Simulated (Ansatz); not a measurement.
All numbers below come from DFT PBE, scalar-relativistic, plane waves, PAW in Ansatz. Settings of the last relaxation (5-atom cell): 420 eV, 8×8×8 k points, Gaussian smearing of 0.02 eV, no spin polarisation.

Formation energies are uncorrected and count from the elements' standard states at the same level.

**Question.** Give a relaxed trial structure of a cubic narrow-gap semiconductor that holds Br and 2 more elements, with a gap near 0.5 eV, a formation energy near −0.71 eV/atom and about 33 Å³ per atom, in a cell of 5 atoms. Its symmetry should be Pm-3m (No. 221).

**Answer.** LiGeBr3, space group Pm-3m (No. 221). Around Li lie 12 Br at 3.88 Å (long contacts); Ge has 6 Br at 2.74 Å; Br is surrounded by 2 Ge at 2.74 Å, 4 Li at 3.88 Å and 8 Br at 3.88 Å.

Space group Pm-3m (No. 221). a = 5.487 Å, b = 5.487 Å, c = 5.487 Å, α = 90.00°, β = 90.00°, γ = 90.00°
```
atom  site  symmetry       x       y       z
  Li    1b      m-3m  0.5000  0.5000  0.5000
  Ge    1a      m-3m  0.0000  0.0000  0.0000
  Br    3d    4/mm.m  0.5000  0.0000  0.0000
```

The volume per atom is 33.03 Å³. The density is 3.21 g/cm³, the formation energy is −0.705 eV/atom and the gap on the 8×8×8 mesh of the 5-atom cell is 0.47 eV.

The structure comes from a generated guess, relaxed at this level; another structure or a mixture of phases may lie lower. Other answers may fit too; this one was computed.

Kohn–Sham gaps at this level usually fall short of measured ones. The reference form of Br is held partly by dispersion forces, which this level lacks. A structure relaxed within its symmetry needn't be a true minimum. Another cell of LiGeBr3 relaxed alike, in P4/mbm, lies 81 meV/atom lower, so this cell isn't the stable form at this level.
